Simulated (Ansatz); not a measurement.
**Harmonic thermodynamics of Sn3Te**

Level of theory: DFT PBE, scalar-relativistic, plane waves, PAW (Ansatz 0.2.0). Plane waves to 420 eV; Γ-centred k mesh 10×10×10; Fermi-Dirac smearing of 0.15 eV. No spin polarisation. Phonons by linear response, acoustic sum rule imposed.

Equilibrium structure at this level:
```cif
data_structure
_symmetry_space_group_name_H-M 'Im-3m'
_symmetry_Int_Tables_number 229
_cell_length_a 6.2603
_cell_length_b 6.2603
_cell_length_c 6.2603
_cell_angle_alpha 90.000
_cell_angle_beta 90.000
_cell_angle_gamma 90.000
_cell_volume 245.35
loop_
_atom_site_label
_atom_site_type_symbol
_atom_site_symmetry_multiplicity
_atom_site_Wyckoff_symbol
_atom_site_fract_x
_atom_site_fract_y
_atom_site_fract_z
_atom_site_occupancy
Sn1 Sn 6 b 0.50000 0.00000 0.00000 1
Te1 Te 2 a 0.00000 0.00000 0.00000 1
```

It was reached by relaxing an invented guess, and it needn't be the stable form of this composition. In a metal, frequencies and elastic constants depend on the k mesh and the smearing, soft modes and shear constants most. Some empty bands missed the eigensolver's threshold. Spin–orbit coupling is left out, which matters for heavy elements. The q mesh is coarse, so values between its points are rough.

Force constants from linear response on a 2×2×2 q mesh, interpolated to a fine mesh.

Problem. What is the zero-point energy per atom?

Solution. 14.3 meV.

Problem. How large are the vibrational entropy and heat capacity at 300 K?

Solution. S = 6.23 k_B and C_V = 2.96 k_B per atom, 99 % of the Dulong–Petit value.

Problem. Tabulate them against temperature.

Solution.
```
T (K)  F_vib (meV/atom)  S (k_B/atom)  C_V (k_B/atom)
  100               2.2          3.08            2.69
  200             -33.7          5.04            2.92
  300             -82.6          6.23            2.96
  400            -140.1          7.09            2.98
  500            -204.2          7.75            2.99
  600            -273.4          8.30            2.99
  700            -346.9          8.76            2.99
  800            -424.2          9.16            2.99
  900            -504.6          9.51            3.00
 1000            -588.0          9.83            3.00
```
